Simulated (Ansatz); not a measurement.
HgS:
```
HgS
1.0
    3.83588     0.00000     0.00000
   -1.91794     3.32197     0.00000
    0.00000     0.00000     3.49762
Hg S
1 1
Direct
  0.00000   0.00000   0.00000
  0.66667   0.33333   0.50000
```

Relaxed with PBE. Special points in fractions of this cell's reciprocal vectors: Γ (0.000, 0.000, 0.000); M (0.500, 0.000, 0.000); K (0.333, 0.333, 0.000); A (0.000, 0.000, 0.500); L (0.500, 0.000, 0.500); H (0.333, 0.333, 0.500).

List the band energies nearest the Fermi level at these points for plane-wave PAW PBE (Ansatz code).

In eV from the Fermi level; about four levels below and three above (degenerate sets whole), none deeper than 8.9 eV; … stands for higher levels left out; points with the same levels are listed once.

```json
[
 {"k": "Γ", "below": "-1.26 -1.13 -0.40 -0.40", "above": "7.00 7.00 …"},
 {"k": "M", "below": "-5.77 -5.73 -4.76 -1.78", "above": "0.20 1.80 5.54"},
 {"k": "K", "below": "-5.86 -5.53 -4.70 -3.39", "above": "0.39 3.93 5.87"},
 {"k": "A", "below": "-6.04 -6.04 -4.80 -0.07 -0.07", "above": "3.92 4.31 …"},
 {"k": "L", "below": "-5.43 -3.25 -2.78 -0.97", "above": "0.12 5.56 5.91"},
 {"k": "H", "below": "-2.98 -2.59 -1.01 -0.51", "above": "2.64 7.45 …"}
]
```

Space group P-6m2. A made-up cell: these elements were put on the sites of a structure type; neither database checked (COD, Materials Project) lists it. COD files the formula under space group No. 152, 154, 166, 216, so this cell is another polymorph or a model. Its standing as an ambient phase is unchecked. The cell was relaxed with PBE under the symmetry of its start; whether a distortion lowers the energy is not shown. Spin–orbit coupling is left out wherever it is not named.

Potentials: the later of the program's two PAW sets.
